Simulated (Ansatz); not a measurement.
Relaxed Be (hcp, Mg type):

```yaml
crystal:
  lattice:
    - [4.52742, 0.00000, 0.00000]
    - [-1.13186, 1.96043, 0.00000]
    - [0.00000, 0.00000, 3.56389]
  atoms:
    - { symbol: Be, position: [0.16667, 0.66667, 0.75000] }
    - { symbol: Be, position: [0.66667, 0.66667, 0.75000] }
    - { symbol: Be, position: [0.33333, 0.33333, 0.25000] }
    - { symbol: Be, position: [0.83333, 0.33333, 0.25000] }
```

A phonon eigenvector at M = (0.5, 0.0, 0.0) is frozen into this cell: atom i moves by Q times the vector below, so Q is the largest atomic displacement, in Å. The cell is held. (q is in reciprocal vectors of the primitive cell; the cell shown is doubled to hold the pattern.)

```tsv
atom	x	y	z
Be1	-0.500	0.866	0.000
Be2	0.500	-0.866	0.000
Be3	-0.500	0.866	0.000
Be4	0.500	-0.866	0.000
```

Level of theory: r2SCAN (plane waves to 500 eV, PAW, scalar-relativistic; Ansatz, a first-principles code). k mesh 23×23×13 (Γ-centred), Fermi-Dirac smearing 0.05 eV. With partly filled bands, energies and forces of such displacements shift with the k mesh and the smearing. Be was relaxed with its symmetry unable to fall.

At one point of the scan the forces (eV/Å) are:

| atom | Fx | Fy | Fz |
|---|---|---|---|
| Be1 | 0.088 | -0.166 | 0.000 |
| Be2 | -0.100 | 0.159 | 0.000 |
| Be3 | 0.100 | -0.159 | 0.000 |
| Be4 | -0.088 | 0.166 | 0.000 |

Problem. Which point is it?
(A) Q = 0.033 Å
(B) Q = 0.017 Å
(C) Q = 0.050 Å
(D) Q = 0.067 Å

Solution. A, Q = 0.033 Å

(For displaced atoms, the force is minus the slope of the energy, and its curvature is a force constant, which sets phonon frequencies.)
